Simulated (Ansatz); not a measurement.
Geometry optimisation in Ansatz: input, command and trajectory.

```yaml
crystal:
  lattice:
    - [0.0, 2.7428559173, 6.2602207144]
    - [2.7428581061, 0.0, 6.2602207144]
    - [2.7428581061, 2.7428559173, 0.0]
  atoms:
    - { symbol: Ca, position: [0.5, 0.5, 0.5] }
    - { symbol: Fe, position: [0.25, 0.25, 0.25], spin: 3.1 }
    - { symbol: Fe, position: [0.75, 0.75, 0.75], spin: 3.1 }
    - { symbol: As, position: [0.8750309505, 0.8750309505, 0.1249690495] }
    - { symbol: As, position: [0.1249690495, 0.1249690495, 0.8750309505] }
basis:
  ecutwfc: 500
kpoints:
  mp_grid: { grid: [10, 10, 10] }
hamiltonian:
  xc: r2scan
scf:
  occupations: { method: gaussian, width: 0.1 }
output:
  forces: true
  stress: true
  eigenvalues: true
  populations: true
magnetization:
  spin_polarized: true
relax:
  adjacent_minimum: "off"
  f_tol: 0.01
  max_steps: 30
  cell: { stress_tol: 0.1, fix: [volume] }
```

```bash
ansatz run input.yaml --threads 2 --pin off --max-ram 5120MiB --backend cpu --events-out ev --progress --plain --runs-dir out
```

Theory: Ansatz, DFT r2SCAN, scalar-relativistic, plane waves, PAW.

The volume is held at 1.06 times that of the relaxed cell.

Of 4 frames 3 are shown, positions in Å and forces in eV/Å; the SCF threshold varies from step to step. Steps run on the plane waves of an earlier cell, with a Pulay correction in the pressure. The basis is chosen afresh for the last frame, the zero of the energies, and at times for earlier ones too; energy and pressure step there, also at an unchanged geometry.

```xyz
5
Lattice="0.0000 2.7429 6.2602 2.7429 0.0000 6.2602 2.7429 2.7429 0.0000" Properties=species:S:1:pos:R:3:forces:R:3 pbc="T T T" step=1 free_energy_over_end_meV_per_atom=0.86 pressure_GPa=-3.03
Ca    2.7429    2.7429    6.2602    0.0000    0.0000    0.0000
Fe    1.3714    1.3714    3.1301    0.0000    0.0000    0.0000
Fe    4.1143    4.1143    9.3903    0.0000    0.0000    0.0000
As    2.7429    2.7429   10.9558    0.0000    0.0000   -0.1339
As    2.7429    2.7429    1.5647    0.0000    0.0000    0.1339
5
Lattice="0.0000 2.7338 6.3018 2.7338 0.0000 6.3018 2.7338 2.7338 0.0000" Properties=species:S:1:pos:R:3:forces:R:3 pbc="T T T" step=2 free_energy_over_end_meV_per_atom=0.09 pressure_GPa=-2.70
Ca    2.7338    2.7338    6.3018    0.0000    0.0000    0.0000
Fe    1.3669    1.3669    3.1509    0.0000    0.0000    0.0000
Fe    4.1007    4.1007    9.4527    0.0000    0.0000    0.0000
As    2.7338    2.7338   11.0141    0.0000    0.0000   -0.0214
As    2.7338    2.7338    1.5895    0.0000    0.0000    0.0214
5
Lattice="0.0000 2.7286 6.3257 2.7286 0.0000 6.3257 2.7286 2.7286 0.0000" Properties=species:S:1:pos:R:3:forces:R:3 pbc="T T T" step=4 free_energy_over_end_meV_per_atom=0.00 pressure_GPa=-2.59
Ca    2.7286    2.7286    6.3257    0.0000    0.0000    0.0000
Fe    1.3643    1.3643    3.1628    0.0000    0.0000    0.0000
Fe    4.0929    4.0929    9.4885    0.0000    0.0000    0.0000
As    2.7286    2.7286   11.0516    0.0000    0.0000    0.0060
As    2.7286    2.7286    1.5998    0.0000    0.0000   -0.0060
```

It took 100 s on 2 threads of AMD EPYC 9R45 96-Core Processor (Zen 5) (shared host), peak memory 1.4 GiB.

The state reached may not be the lowest one. Only parallel moments were tried here.